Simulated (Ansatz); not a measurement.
VN (NiAs type, space group No. 194) at seven volumes, the program Ansatz at the PBEsol level (PAW), shape and atoms relaxed at each. One row is withheld.

```csv
V (Å³/atom),P (GPa)
7.653,39.85
7.905,24.40
8.158,11.23
8.410,0.00
8.662,?
8.914,-17.75
9.167,-24.71
```

**Question.** Fit the shown pressures and predict the withheld one.

**Answer.** Third-order Birch–Murnaghan: P = (3/2)B₀(x^(7/2) − x^(5/2))[1 + (3/4)(B′ − 4)(x − 1)] with x = (V₀/V)^(2/3). Least squares on the six rows gives V₀ = 8.410 Å³/atom, B₀ = 345.0 GPa, B′ = 4.28. At V = 8.662, x = 0.9805 and P = -9.56 GPa. The run itself gave -9.58 GPa.

Space group P6_3/mmc (NiAs type). The workflow started from a Materials Project entry (that database holds measured and hypothetical structures alike); the Crystallography Open Database copy checked does not list it. It is not the phase usual at ambient conditions (space group No. 225). Symmetry was held in the PBEsol relaxation; its stability against distortions is not shown here. The run is not spin-polarised.

Potentials: the later of the program's two PAW sets.
